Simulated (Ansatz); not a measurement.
Generalised stacking fault of LiF (rock salt) on the {100} plane. The cell below holds the perfect crystal with the plane normal along z; tilting its third vector by the shift puts one fault into each cell, between planes 2.03 Å apart, at fixed cell height.

```
CELL_PARAMETERS angstrom
      2.87642     0.00000     0.00000
      0.00000     2.87642     0.00000
      1.43821     1.43821     6.10180
ATOMIC_POSITIONS crystal
  F  0.00000 0.00000 0.83333
  F  0.33333 0.33333 0.16667
  F  0.66667 0.66667 0.50000
  Li 0.50000 0.50000 0.83333
  Li 0.83333 0.83333 0.16667
  Li 0.16667 0.16667 0.50000
```

In-plane vectors a = (2.876, 0.000) Å, b = (0.000, 2.876) Å, area 8.27 Å². The shift is s times the vector a + b (length 4.068 Å), so s = 1 restores the start. The shift is rigid: no atom relaxes. γ = [E(shift) − E(0)] / area.

Computed with PBE (plane waves to 420 eV, PAW, scalar-relativistic; Ansatz, an electronic-structure program). k mesh 10×10×10 (Γ-centred), Fermi-Dirac smearing 0.05 eV. Energies are extrapolated to zero smearing. Faults lie only 6.1 Å apart, and holding the cell height and the atoms raises γ above its relaxed value. LiF was relaxed with its symmetry unable to fall. The zero of γ is zero shift.

**Question.** Predict the γ·area (meV/cell) at s = 0.083, 0.167, 0.250, 0.333, 0.500, 0.667, 0.750, 0.833.

**Answer.** 
```json
[
 {"s": "0.083", "γ·area (meV/cell)": "86"},
 {"s": "0.167", "γ·area (meV/cell)": "345"},
 {"s": "0.250", "γ·area (meV/cell)": "763"},
 {"s": "0.333", "γ·area (meV/cell)": "1265"},
 {"s": "0.500", "γ·area (meV/cell)": "1870"},
 {"s": "0.667", "γ·area (meV/cell)": "1265"},
 {"s": "0.750", "γ·area (meV/cell)": "763"},
 {"s": "0.833", "γ·area (meV/cell)": "345"}
]
```

(The slope of γ gives the shear force per area between the displaced halves; near zero shift its curvature is an elastic stiffness.)
